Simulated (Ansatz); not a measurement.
Cd2TeS:
```
Cd2TeS
1.0
    4.34641     0.00000     0.00000
   -2.17320     3.76410     0.00000
    0.00000     0.00000     7.14135
Cd Te S
2 1 1
Direct
  0.66667   0.33333   0.47219
  0.00000   0.00000   0.02489
  0.00000   0.00000   0.63101
  0.66667   0.33333   0.11990
```

Relaxed with PBEsol. Special points in fractions of this cell's reciprocal vectors: Γ (0.000, 0.000, 0.000); M (0.500, 0.000, 0.000); K (0.333, 0.333, 0.000); A (0.000, 0.000, 0.500); L (0.500, 0.000, 0.500); H (0.333, 0.333, 0.500).

Problem. List the band energies nearest the Fermi level at these points for DFT-PBEsol in the program Ansatz with PAW potentials.

Solution. In eV from the Fermi level; about four levels below and three above (degenerate sets whole), none deeper than 8.9 eV; points with the same levels are listed once.

```csv
k,below,above
Γ,-0.76 -0.03 -0.03 -0.02,2.09 4.90 4.90
M,-3.27 -2.67 -1.94 -0.97,2.19 2.69 3.88
K,-3.73 -2.70 -2.26 -2.16,3.22 3.44 4.19
A,-1.64 -1.64 -0.14 -0.14,1.23 2.62 4.29
L,-2.50 -2.26 -1.65 -1.23,1.97 2.36 3.67
H,-3.41 -2.64 -2.02 -1.37,2.79 3.06 4.25
```

Space group P3m1. The workflow started from a Materials Project entry (that database holds measured and hypothetical structures alike); the Crystallography Open Database copy checked does not list it. Its standing as an ambient phase is unchecked. The cell was relaxed with PBEsol under the symmetry of its start; of distortions, only those at the zone centre were tested. The Fermi level of a semimetal is unsure by some 0.05 eV on such meshes. Scalar-relativistic: spin–orbit coupling is off unless named, which matters more the heavier the elements.

Potentials: the later of the program's two PAW sets.
